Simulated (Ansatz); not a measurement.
The start is a relaxed NaF cell with every coordinate shifted by Gaussian noise of σ = 0.2 Å. The structure is fully relaxed (lattice and positions, P = 0) with PBE (plane waves to 420 eV, PAW, scalar-relativistic; Ansatz, a program for electronic structure). The first steps use a coarse 8×8×8 k-mesh.

The start:
```yaml
crystal:
  lattice:
    - [0.00000, 2.35088, 2.35088]
    - [2.35088, 0.00000, 2.35088]
    - [2.35088, 2.35088, 0.00000]
  atoms:
    - { symbol: F, position: [0.84547, 0.02110, 0.08486] }
    - { symbol: Na, position: [0.36928, 0.46119, 0.51762] }
```

```yaml
energy_released: 61 meV/atom
relative_to_the_parent: The parent structure is recovered, Fm-3m (No. 225)
Shortest distances (start → end): "The closest pairs of elements (up to four, under 3.6 Å), start → end: F–Na 2.06 → 2.35 Å; F–F 3.32 → 3.32 Å; Na–Na 3.32 → 3.32 Å"
band_gap_at_the_end: 6.09 eV, direct at Γ (no spin-orbit coupling)
optimiser_moves: 4
```

Final structure:

```cif
data_F4Na4
_chemical_formula_sum 'F4 Na4'
_space_group_name_H-M_alt 'Fm-3m'
_space_group_IT_number 225
_space_group_name_Hall '-F 4 2 3'
_cell_length_a 4.70124
_cell_length_b 4.70124
_cell_length_c 4.70124
_cell_angle_alpha 90.000
_cell_angle_beta 90.000
_cell_angle_gamma 90.000
loop_
_atom_site_label
_atom_site_type_symbol
_atom_site_symmetry_multiplicity
_atom_site_Wyckoff_symbol
_atom_site_fract_x
_atom_site_fract_y
_atom_site_fract_z
_atom_site_occupancy
F1 F 4 b 0.50000 0.50000 0.50000 1
Na1 Na 4 a 0.00000 0.00000 0.00000 1
```
(The calculation used a cell of 2 atoms; values per cell refer to that cell.)

Final values are on a 12×12×12 k-mesh of the relaxed cell. No spin polarisation in the result.
